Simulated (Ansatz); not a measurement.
## Lattice vibrations of Be₃N₂ at Γ

The calculation used Ansatz, DFT PBEsol, scalar-relativistic, plane waves, PAW. Cutoff 420 eV, 9×9×9 k-points (Γ-centred), fixed occupations. No spin polarisation. Phonons by linear response, acoustic sum rule imposed.

Equilibrium structure at this level:
```
Be N
1.0
     1.41755    0.81842    4.85233
    -1.41755    0.81842    4.85233
     0.00000   -1.63684    4.85233
Be N
3 2
Direct
  0.85891 0.85891 0.85891
  0.31765 0.31765 0.31765
  0.08889 0.08889 0.08889
  0.20418 0.20418 0.20418
  0.70847 0.70847 0.70847
```

Optical modes at Γ (transverse, no macroscopic field); i marks an imaginary frequency:
```csv
frequency (THz),degeneracy,IR intensity of the level ((D/Å)²/amu)
10.64,2,0.15
12.04,1,16.70
14.13,2,26.94
17.85,2,30.77
21.14,1,10.15
25.20,1,21.41
27.82,1,0.85
28.13,2,28.06
```

All 12 optical modes at Γ are real: no displacement of atoms at fixed cell lowers the energy to second order. Strains and modes at other wave vectors aren't tested by this run.

| Quantity | Value |
| --- | --- |
| Electronic dielectric constant ε∞ (principal values) | 4.63, 4.63, 5.15 |
| Static dielectric constant ε0 (principal values) | 12.2, 12.2, 15.0 |
| Refractive index √ε∞, mean | 2.19 |
| Kohn–Sham gap on the mesh | 2.85 eV |

Born effective charges (e):
```csv
atom,Z*xx,Z*yy,Z*zz,mean
Be (atom 1),1.66,1.66,1.58,1.63
Be (atom 2),1.71,1.71,2.17,1.86
Be (atom 3),1.67,1.67,1.62,1.65
N (atom 4),-2.14,-2.14,-2.93,-2.40
N (atom 5),-2.89,-2.89,-2.44,-2.74
```

Whether Be3N2 exists in this form wasn't checked.